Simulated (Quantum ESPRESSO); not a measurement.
## Al3MgN4 (a curve over strain)

Computed values, not a measurement. The program is pw.x of Quantum ESPRESSO 7.5 (plane-wave density functional theory). The cell is made up: 8 atoms on a rocksalt lattice, with randomly drawn elements, strain and displacements, not relaxed. PseudoDojo standard norm-conserving files (v0.5 for PBE, v0.4.1 for LDA and PBEsol) set the functional; there is no spin polarisation, spin-orbit coupling or dispersion term, and the masses in the input are unused placeholders. A spin-polarised start on this cell or one of its family kept no moment.

Seven runs add a strain to one cell (shear xy, as the tensor component); the atoms follow the cell and are not relaxed. Stress in the table is positive in tension.

Input of the run at -0.0009:

```
&control calculation='scf', pseudo_dir='./dojo.nc.sr.pbe.v0_5.standard.upf', outdir='./o', disk_io='low', tprnfor=.true., tstress=.true. /
&system ibrav=0, nat=8, ntyp=3, nbnd=30, ecutwfc=84.00895049, nosym=.true., tot_charge=0,
 occupations='smearing', smearing='fd', degauss=0.0073498644
/
&electrons conv_thr=7.350e-09, electron_maxstep=60, /
ATOMIC_SPECIES
Al 1.0 Al.upf
Mg 1.0 Mg.upf
N 1.0 N.upf
CELL_PARAMETERS angstrom
4.0747 -0.0037 0.0
-0.0037 4.0747 0.0
0.0 0.0 4.0747
ATOMIC_POSITIONS angstrom
Al -0.0692 -0.0294 -0.0333
Al -0.0153 2.1596 1.866
Mg 2.0523 -0.0435 2.0532
Al 2.0809 1.9519 0.0128
N 2.0339 -0.0936 -0.0628
N 2.1128 2.0145 2.0056
N 4.0701 -0.0127 2.1318
N 4.176 2.0667 0.0284
K_POINTS automatic
6 6 6 1 1 1
```

| added strain | free energy less that of the input shown (eV) | stress xx (GPa) | stress yy (GPa) | stress zz (GPa) | stress xy (GPa) | pressure (GPa) | iterations |
| --- | --- | --- | --- | --- | --- | --- | --- |
| -0.0238 | 0.0780 | -13.62 | -13.04 | -19.48 | -7.58 | 15.38 | 11 |
| -0.0198 | 0.0537 | -13.55 | -13.02 | -19.41 | -6.27 | 15.33 | 11 |
| -0.0038 | 0.0019 | -13.36 | -13.06 | -19.24 | -1.11 | 15.22 | 11 |
| -0.0009 | 0.0000 | -13.34 | -13.08 | -19.23 | -0.20 | 15.22 | 11 |
| +0.0093 | 0.0130 | -13.30 | -13.16 | -19.31 | 3.03 | 15.26 | 11 |
| +0.0209 | 0.0628 | -13.30 | -13.31 | -19.53 | 6.81 | 15.38 | 11 |

Question: one run is left out of the table, at +0.0155. Estimate its stress xy (GPa).

Answer: 5.04. The whole row:

```
added strain  free energy less that of the input shown (eV)  stress xx (GPa)  stress yy (GPa)  stress zz (GPa)  stress xy (GPa)  pressure (GPa)  iterations
     +0.0155                                         0.0350           -13.29           -13.24           -19.42             5.04           15.32          11
```

A cubic fit gives a slope of stress xy against the added strain of 317 GPa at zero added strain, with the atoms clamped. Across the table the free energy follows the integral of the stress to within 0.2 meV. A rerun of one of the cells at 1437 eV and a 8 x 8 x 8 mesh moved values by no more than 0.005 eV in energy, 0.02 GPa in stress and 0.006 eV/Å in force.